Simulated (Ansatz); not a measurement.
Ti₃O₄ (I4/mmm): electronic heat capacity and spin susceptibility from the density of states

Computed with DFT PBEsol, scalar-relativistic, plane waves, PAW (Ansatz 0.2.0).

Plane waves to 420 eV, a k mesh through Γ of 12×12×12 on the computed 7-atom cell and Gaussian smearing (0.10 eV); no spin polarisation.

Relaxed cell: I4/mmm, a = 4.100 Å, b = 4.100 Å, c = 8.098 Å, α = 90.00°, β = 90.00°, γ = 90.00°, 7 atoms in the primitive cell. Whether it is the stable form of this composition wasn't checked.

The density of states at the Fermi level is 2.161 states/eV in the cell of 7 atoms (1 formula unit; both spins, tetrahedra on a 18×18×18 mesh).

Task: What Sommerfeld coefficient and Pauli susceptibility does this give?

Result: Per formula unit N(E_F) = 2.161 states/eV. γ = (π²/3) k_B² N(E_F) N_A = 2.357 mJ/(mol K²) per state/eV, so γ = 5.1 mJ/(mol K²), a mole of formula units. χ_P = μ_B² N(E_F) N_A = 3.23×10⁻⁵ emu/mol per state/eV gives 7.0×10⁻⁵ emu/mol. This is the bare band result: a measured γ of the same phase is as a rule larger by a factor 1 + λ from phonons and spin fluctuations, the spin part of χ is larger by the Stoner factor, and a measured χ also holds orbital and core terms. N(E_F) at one energy is sensitive to the mesh where the density of states has sharp peaks.

A ferromagnetic start lost its moments in a first run, so spin was left out; other magnetic orders weren't tried.

Cost: 1 run of about 2.3 core-minutes, on Intel Xeon Platinum 8488C (Sapphire Rapids) (shared hosts).